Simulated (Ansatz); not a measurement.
VS2:
```xyz
3
Lattice="1.5589 0.9000 6.0018 -1.5589 0.9000 6.0018 0.0000 -1.8000 6.0018" Properties=species:S:1:pos:R:3 pbc="T T T"
V      0.0000     0.0000     0.0000
S      0.0000     0.0000    13.4738
S      0.0000     0.0000     4.5315
```

This is the PBEsol-relaxed structure.

Q: All from plane-wave PAW PBEsol (Ansatz code), unless another level is named. Give the electronic character.

A: metallic (no gap).

Q: Give the formation energy from the elements (no fitted shifts).

A: -0.94 eV/atom.

Q: Predict the density of states at the Fermi level.

A: 0.73 states/eV per atom (mean over ±0.08 eV).

Space group R-3m. The workflow started from a Materials Project entry (that database holds measured and hypothetical structures alike); the Crystallography Open Database copy checked does not list it. Whether it is the stable phase at ambient conditions was not checked. Symmetry was held in the PBEsol relaxation; its stability against distortions is not shown here. The workflow began spin-polarised and lost its moments. A crystal of weakly bound layers computed without a dispersion correction: the cell and the soft elastic constants depend strongly on that. The references are the lowest solids computed at this level, not always the standard phases.

Potentials: the later of the program's two PAW sets.
